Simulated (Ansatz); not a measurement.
**InAuC2N2: start and end of a relaxation**

The guess for InAuC2N2 was made by a generator: packed cyanide-bridged chains (P-1, No. 2). Its size is a rough estimate.

start.cif

```cif
data_structure
_symmetry_space_group_name_H-M 'P-1'
_symmetry_Int_Tables_number 2
_cell_length_a 4.3952
_cell_length_b 4.5304
_cell_length_c 8.2722
_cell_angle_alpha 96.432
_cell_angle_beta 92.394
_cell_angle_gamma 107.822
_cell_volume 155.32
loop_
_atom_site_label
_atom_site_type_symbol
_atom_site_symmetry_multiplicity
_atom_site_Wyckoff_symbol
_atom_site_fract_x
_atom_site_fract_y
_atom_site_fract_z
_atom_site_occupancy
In1 In 1 h 0.50000 0.50000 0.50000 1
C1 C 2 i 0.18488 0.18488 0.81512 1
Au1 Au 1 a 0.00000 0.00000 0.00000 1
N1 N 2 i 0.29771 0.29771 0.70229 1
```

All numbers below come from DFT PBE, scalar-relativistic, plane waves, PAW (Ansatz). Cutoff 420 eV, Gaussian smearing, Γ-centred meshes. Cell and atoms relax first on a coarse mesh and then on a converged one. In between, the cell is made exact in the group found at 0.06 Å. The steps can't lower the symmetry of their start. No spin polarisation in the relaxation; trial moments died out in a coarse test.

end.cif

```cif
data_structure
_symmetry_space_group_name_H-M 'C2/m'
_symmetry_Int_Tables_number 12
_cell_length_a 7.5362
_cell_length_b 4.4001
_cell_length_c 9.6576
_cell_angle_alpha 90.000
_cell_angle_beta 104.507
_cell_angle_gamma 90.000
_cell_volume 310.03
loop_
_atom_site_label
_atom_site_type_symbol
_atom_site_symmetry_multiplicity
_atom_site_Wyckoff_symbol
_atom_site_fract_x
_atom_site_fract_y
_atom_site_fract_z
_atom_site_occupancy
In1 In 2 d 0.50000 0.00000 0.50000 1
C1 C 4 i 0.92938 0.00000 0.78896 1
Au1 Au 2 a 0.00000 0.00000 0.00000 1
N1 N 4 i 0.88756 0.00000 0.66324 1
```

The symmetry goes from P-1 (No. 2) to C2/m (No. 12). The volume per atom stays near 25.8 Å³. The shortest distance goes from 1.17 Å (C–N) to 1.18 Å (C–N). The energy falls by about 0.42 eV/atom (the start's value is from the coarse mesh). The end is written in a standard setting, so origin, axes and order of atoms can differ from the start's.

```yaml
Volume_per_atom: 25.84 Å³
Density: 3.90 g/cm³
Formation_energy: +0.323 eV/atom
Gap_on_the_6×6×4_mesh_of_the_6-atom_cell: 2.84 eV
```

Formation energies are uncorrected and refer to the elements' standard structures at the same level (N₂ as a molecule). A positive value: parting into the elements would lower its energy.

The last run used Gaussian smearing of 0.02 eV. Spin–orbit coupling, which can matter for Au, is left out. The reference form of C is held partly by dispersion forces, which this level lacks. Symmetry constrained the relaxation, so the result can be a saddle point. In all, the 3 runs took 4.1 min on 1 thread of AMD EPYC 9R14 (Zen 4) (shared host).
